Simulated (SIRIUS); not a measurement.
Worked example: self-consistent single point of Mg₄Te₃Se (P1, 8 atoms in the cell; from Materials Project mp-1222094, changed as shown) in SIRIUS.

Method: LDA (PW92), GBRV LDA ultrasoft pseudopotentials (plane waves; SIRIUS).

The change in words: atoms moved at random. Reference geometry (P-4m2):
```xyz
8
Lattice="4.4874 0.0000 0.0000 0.0000 4.4874 0.0000 0.0000 0.0000 12.6380" Properties=species:S:1:pos:R:3 pbc="T T T"
Mg     2.2437     0.0000     7.6823
Mg     0.0000     2.2437     4.9558
Mg     2.2437     0.0000     1.6515
Mg     0.0000     2.2437    10.9865
Te     2.2437     2.2437     3.3064
Te     2.2437     2.2437     9.3317
Te     0.0000     0.0000     0.0000
Se     0.0000     0.0000     6.3190
```

Reference input (self-consistent single point, DFT, LDA (PW92), plane waves, GBRV LDA ultrasoft pseudopotentials): parameters.ngridk = 6 6 2; parameters.xc_functionals = [XC_LDA_X, XC_LDA_C_PW]; parameters.gk_cutoff = 6.325 1/bohr; parameters.pw_cutoff = 14.143 1/bohr; parameters.smearing = gaussian; parameters.smearing_width = 0.0001 Ha; potentials = GBRV LDA ultrasoft pseudopotentials; parameters.electronic_structure_method = pseudopotential; parameters.num_bands = 38; parameters.num_mag_dims = 0; parameters.num_dft_iter = 100; parameters.energy_tol = 1e-07 Ha. This run's input differs from it in these lines:

```diff
@@ -45,14 +45,14 @@
       "Mg": [
-        [0.5, 0.0, 0.60787],
-        [0.0, 0.5, 0.39213],
-        [0.5, 0.0, 0.13068],
-        [0.0, 0.5, 0.86932]
+        [0.499742, -0.006778, 0.610452],
+        [-0.000574, 0.515075, 0.392767],
+        [0.503828, -0.015479, 0.137066],
+        [-0.012906, 0.499455, 0.867474]
       ],
       "Te": [
-        [0.5, 0.5, 0.26162],
-        [0.5, 0.5, 0.73838],
-        [0.0, 0.0, 0.0]
+        [0.505249, 0.500419, 0.262924],
+        [0.501909, 0.484713, 0.733576],
+        [-0.002155, 0.01521, 0.000324]
       ],
       "Se": [
-        [0.0, 0.0, 0.5]
+        [0.004907, 0.007386, 0.495418]
       ]
```

Output (repeated stretches shortened):

```
[find] density tolerance         : 1e-06
[find] total energy tolerance    : 1e-07
[find] iter_solver_tol (initial) : 0.01
[find] iter_solver_tol (target)  : 1e-13
[find] num_dft_iter              : 100
Charges and magnetic moments
--------------------------------------------------------------------------------
total charge          : 64.000000
[find] | SCF iteration   0 out of 100|
[diagonalize] iterative solver tolerance (occupied, empty): 0.01 0.01
[diagonalize] average number of iterations: 4.75
[find] Charges and magnetic moments
[find] total charge          : 64.000000
[find] Energy
   [... lines left out ...]

[find] Charges and magnetic moments
[find] total charge          : 64.000000
[find] Energy
[find] smearing (-TS)                 :       0.00000000
[find] Total energy                   :    -311.81729074 (Ha),    -623.63458148 (Ry)
[find] Free energy (E-TS)             :    -311.81729074 (Ha),    -623.63458148 (Ry)
[find] band gap (eV)                  :       1.95284301
[find] Efermi                         :       0.11674387
[find] iteration : 14, RMS (target) : 5.9234e-07 (1.0000e-06) , energy difference (target) : -3.0127e-12 (1.0000e-07)
[find] bands are converged : true
[find] iterative solver converged : true
[find] converged after 15 SCF iterations!
[find] Charges and magnetic moments
[find] total charge          : 64.000000
[find] Energy
[find] smearing (-TS)                 :       0.00000000
[find] Total energy                   :    -311.81729074 (Ha),    -623.63458148 (Ry)
[find] Free energy (E-TS)             :    -311.81729074 (Ha),    -623.63458148 (Ry)
[find] band gap (eV)                  :       1.95284301
[find] Efermi                         :       0.11674387
[ground_state] === stress tensor components [kbar] ===
[ground_state] === stress_total ===
[ground_state]    21.317320   -0.075136   -2.423409
[ground_state]    -0.075136    9.590151    1.688869
[ground_state]    -2.423409    1.688869   16.251742
[ground_state] ==== total Forces in Ha/bohr =====
   [... lines left out ...]
[ground_state] atom:    3, force:       0.0043094      0.0045134      0.0013509
[ground_state] atom:    4, force:      -0.0021739     -0.0054819      0.0022564
[ground_state] atom:    5, force:      -0.0042916      0.0050361      0.0060781
[ground_state] atom:    6, force:       0.0013706     -0.0066593      0.0014741
[ground_state] atom:    7, force:      -0.0014211      0.0013992      0.0065744
```

The run converged in 15 iterations. SIRIUS prints the stress tensor with tension positive. Against the reference run the free energy goes up by 10.5 meV/atom, the pressure goes from -1.69 to -1.57 GPa, the largest force goes from 0.034 to 0.525 eV/Å and the gap on the mesh goes from 1.965 to 1.953 eV.

Spin-orbit coupling is left out, which matters for bands and gaps with elements this heavy. The structure comes from a collection of computed structures, made at another level of theory; the collection holds predicted forms beside known ones.

Cost on one core: around 7 core-minutes (rough).

The gap that the log prints is read on the run's mesh, which can miss the band edges or a crossing.
